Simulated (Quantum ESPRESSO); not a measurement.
Band energies of AgCl at -1.5 % isotropic strain

```xyz
4
Lattice="3.7885 0.0000 -0.0520 0.0000 3.7848 0.0000 -0.6036 0.0000 5.2989" Properties=species:S:1:pos:R:3 pbc="T T T"
Cl     2.4391     2.8386     1.4132
Cl     0.7458     0.9462     3.8337
Ag     0.4947     0.9462     1.0726
Ag     2.6901     2.8386     4.1743
```

PBEsol (Quantum ESPRESSO, PseudoDojo norm-conserving, 82 Ry, scalar-relativistic); path ΓYHCEM1AXH1,MDZ,YD; energies in eV from the valence-band maximum.

```csv
k (1/Å),point,band 22,band 23,band 24,band 25,band 26,band 27,band 28,band 29
0.00,Γ,-2.36,-2.01,-1.93,-1.66,-1.58,0.68,2.73,7.71
0.36,,-2.35,-2.24,-1.93,-1.48,-1.23,2.08,3.39,7.32
0.59,Y,-2.35,-2.09,-1.95,-1.39,-1.22,2.97,3.93,6.36
0.70,,-2.24,-2.18,-1.80,-1.35,-1.08,3.01,4.00,6.35
1.03,,-2.21,-1.14,-0.90,-0.77,-0.33,3.15,4.78,6.53
1.36,H,-2.13,-0.65,-0.25,-0.22,-0.02,2.97,4.92,6.38
1.36,C,-2.11,-0.41,-0.39,-0.20,0.00,2.97,4.79,6.37
1.67,,-2.12,-1.15,-0.71,-0.66,-0.23,3.57,4.89,6.32
1.98,,-2.08,-1.68,-1.68,-1.19,-1.00,3.90,4.02,6.60
2.19,E,-2.16,-1.86,-1.86,-1.31,-1.31,3.85,3.85,7.43
2.19,M1,-2.20,-1.85,-1.85,-1.28,-1.28,3.76,3.76,7.15
2.31,,-2.22,-1.92,-1.92,-1.31,-1.31,3.35,3.35,7.05
2.68,A,-2.30,-2.03,-2.03,-1.50,-1.50,2.37,2.37,7.00
2.99,,-2.15,-1.94,-1.77,-1.44,-0.96,3.03,3.08,6.42
3.41,,-2.03,-1.74,-1.33,-0.25,-0.16,3.98,5.28,5.70
3.51,X,-2.03,-1.73,-1.30,-0.18,-0.06,4.00,5.31,5.56
3.71,,-2.07,-1.24,-0.97,-0.18,-0.05,3.63,5.25,5.72
4.00,H1,-2.13,-0.65,-0.25,-0.22,-0.02,2.97,4.92,6.38
4.00,M,-2.20,-1.85,-1.85,-1.28,-1.28,3.76,3.76,7.15
4.33,,-2.08,-1.21,-1.21,-0.72,-0.72,4.47,4.47,5.74
4.66,,-1.93,-0.40,-0.40,-0.21,-0.21,3.77,3.77,6.76
4.77,D,-1.92,-0.35,-0.35,-0.13,-0.13,3.63,3.63,7.16
4.97,,-1.95,-0.69,-0.69,-0.10,-0.10,3.89,3.89,6.86
5.37,Z,-2.11,-1.45,-1.45,-0.10,-0.10,4.61,4.61,5.97
5.37,Y,-2.35,-2.09,-1.95,-1.39,-1.22,2.97,3.93,6.36
5.55,,-2.12,-1.80,-1.75,-1.29,-0.91,3.07,4.13,6.40
5.83,,-1.89,-1.07,-0.94,-0.67,-0.32,3.29,4.68,6.34
6.20,D,-1.92,-0.35,-0.35,-0.13,-0.13,3.63,3.63,7.16
```

The PBEsol gap is indirect, 0.68 eV, from C to Γ; the smallest direct gap is 2.26 eV. Another valence extremum on the path lies within 0.02 eV, too close to call.

Spin-orbit splittings are left out.

Geometry strained from the cell relaxed with PBEsol, atoms relaxed again.

This is not the ordinary phase of the substance; no match was found in the copy of COD used, and its stability was not checked.
